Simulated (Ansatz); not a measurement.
Given:

Ag3SI:
```cif
data_Ag3IS
_chemical_formula_sum 'Ag3 S1 I1'
_space_group_name_H-M_alt 'P 1'
_space_group_IT_number 1
_cell_length_a 4.80243
_cell_length_b 4.80243
_cell_length_c 4.80243
_cell_angle_alpha 90.251
_cell_angle_beta 90.251
_cell_angle_gamma 90.251
loop_
_space_group_symop_operation_xyz
  'x, y, z'
loop_
_atom_site_label
_atom_site_type_symbol
_atom_site_fract_x
_atom_site_fract_y
_atom_site_fract_z
_atom_site_occupancy
Ag1 Ag 0.53853 0.87414 0.01959 1
Ag2 Ag 0.01959 0.53853 0.87414 1
Ag3 Ag 0.87414 0.01959 0.53853 1
S1 S 0.04558 0.04558 0.04558 1
I1 I 0.49106 0.49106 0.49106 1
```

This is the PBEsol-relaxed structure.

Question: All from the program Ansatz at the PBEsol level (PAW), unless another level is named. Predict the gap with spin–orbit coupling.

Answer: 0.38 eV.

Question: Next, the electron effective mass?

Answer: 0.18, 0.19, 0.19 mₑ (principal values).

Question: Predict the formation energy from the elements (no fitted shifts).

Answer: -0.073 eV/atom.

Question: Predict the smallest direct gap on the standard path.

Answer: 0.86 eV.

Question: Give the conduction-band minimum.

Answer: at Γ.

Space group R3. The workflow started from an entry of the Crystallography Open Database (COD), which files this formula under 2 space groups. Its standing as an ambient phase is unchecked. The PBEsol relaxation kept the symmetry of its start; whether a distortion lowers the energy is not shown. No spin polarisation was allowed. The references are the lowest solids computed at this level, not always the standard phases. Spin–orbit coupling is left out wherever it is not named.

Potentials: the later of the program's two PAW sets.
